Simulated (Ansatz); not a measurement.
MgB$_{2}$ (space group P6/mmm)

```
MgB2
1.0
    3.07427     0.00000     0.00000
   -1.53713     2.66239     0.00000
    0.00000     0.00000     3.52750
Mg B
1 2
Direct
  0.00000   0.00000   0.00000
  0.66667   0.33333   0.50000
  0.33333   0.66667   0.50000
```

The slice is a (0001) plane (indices of the conventional cell) through the point (0.000, 0.000, 0.000) (fractional), spanned by u = [110] and v = [1 -1 0] in vectors of this cell: u (3.07 Å) and v (5.32 Å, at 90° to u). It covers one period; positions are fractions (u, v).

Level of theory: PBE (plane waves to 420 eV, PAW, scalar-relativistic; Ansatz, a quantum-chemistry and plane-wave program). k mesh 17×17×13. Inside the PAW spheres the values are not all-electron values, and peaks at nuclei hang on which shells count as valence. MgB2 was relaxed with its symmetry unable to fall.

Sketch the electrostatic potential energy of an electron, from the cell's mean on this plane as a map.


```
|xxxx00368886300xxx|
|xxxx00468986400xxx|
|xxx0015789875100xx|
|xx001468999864100x|
|000146799999764100|
|223467899999876432|
|566778899999887766|
|888888888888888888|
|999887766566778899|
|999876432223467899|
|999764100000146799|
|99864100xxx0014689|
|9875100xxxxx001578|
|986400xxxxxxx00468|
|886300xxxxxxx00368|
|88620xxxxxxxxx0268|
|886300xxxxxxx00368|
|986400xxxxxxx00468|
|9875100xxxxx001578|
|99864100xxx0014689|
|999764100000146799|
|999876432223467899|
|999887766566778899|
|888888888888888888|
|566778899999887766|
|223467899999876432|
|000146799999764100|
|xx001468999864100x|
|xxx0015789875100xx|
|xxxx00468986400xxx|
|xxxx00368886300xxx|
|xxxxx026888620xxxx|
```
Scale: ten equal steps from 0.00 (start of '0') to 8.76 (end of '9'), in the order '0123456789'. Values: electrostatic potential energy of an electron, from the cell's mean, in eV. The map has 18 points along u (one character each, u = 0 at the left) and 32 along v (v = 0 in the bottom row). Points within 0.7 Å of a nucleus are blanked (x), as the pseudised field means little there. Values under 0 eV are set to 0. The zero, the cell's mean, hangs on the PAW cores.
